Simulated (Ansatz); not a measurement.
According to PBEsol (plane waves, PAW; program Ansatz), AlP in the NiAs type structure (P6_3/mmc) relaxes to a = 3.570 Å, c = 5.757 Å. Against the elements it lies at -0.40 eV/atom, with no fitted shifts.

Electronic character: metallic (no gap).

An equation-of-state fit gives a bulk modulus of 110 GPa. The relaxed-ion elastic constants in GPa are C11 = 182, C12 = 77.4, C13 = 67.9, C33 = 203, C44 = 44.6. The elastic constants imply a Debye temperature near 545 K. The highest mode at Γ lies at 12.68 THz.

The start of the workflow was typed in or built on a structure type; neither database checked (COD, Materials Project) lists it. It is not the phase usual at ambient conditions (space group No. 216). Symmetry was held in the PBEsol relaxation; of distortions, only those at the zone centre were tested. As this level gives no gap, shear constants depend on the k-mesh and smearing (Fermi–Dirac, 0.1 eV here). As this level gives no gap, phonon frequencies hold no LO–TO term and depend on the k-mesh and smearing (Fermi–Dirac, 0.1 eV here). On the denser mesh and wider smearing of the elastic run this cell carries a stress of 0.5 GPa. The references are the lowest solids computed at this level, not always the standard phases.

Potentials: the later of the program's two PAW sets.
